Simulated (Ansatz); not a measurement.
Suppose Ta₃N takes space group P-62m (No. 189), with Ta on 3g; N on 1b.

Level of theory: Ansatz, DFT PBE, scalar-relativistic, plane waves, PAW. Cutoff 420 eV, Γ-centred mesh, Gaussian smearing, no spin polarisation.

Formation energies are uncorrected and refer to the elements' standard structures at the same level (N₂ as a molecule).

Problem. Which cell and coordinates does it relax to?

Solution.

Space group P-62m (No. 189). a = 5.365 Å, b = 5.365 Å, c = 2.851 Å, α = 90.00°, β = 90.00°, γ = 120.00°
| atom | site | symmetry | x | y | z |
| --- | --- | --- | --- | --- | --- |
| Ta | 3g | m2m | 0.6407 | 0.0000 | 0.5000 |
| N | 1b | -62m | 0.0000 | 0.0000 | 0.5000 |

Ta has 1 N at 1.93 Å, 6 Ta at 2.85–2.98 Å and 2 Ta at 3.34 Å; around N lie 3 Ta at 1.93 Å. Another local minimum with the same sites may exist.

Problem. And its energy and gap?

Solution. The formation energy is +0.36 eV/atom. The gap on the 12×12×16 mesh of the 4-atom cell is 0 eV (a metal). The separate elements lie lower, so it is unstable against them.

The last run used Gaussian smearing of 0.10 eV. Spin–orbit coupling, which can matter for Ta, is left out. A structure relaxed within its symmetry needn't be a true minimum. Another cell of Ta3N relaxed alike, in R-3m, lies 0.92 eV/atom lower, so this cell isn't the stable form at this level.
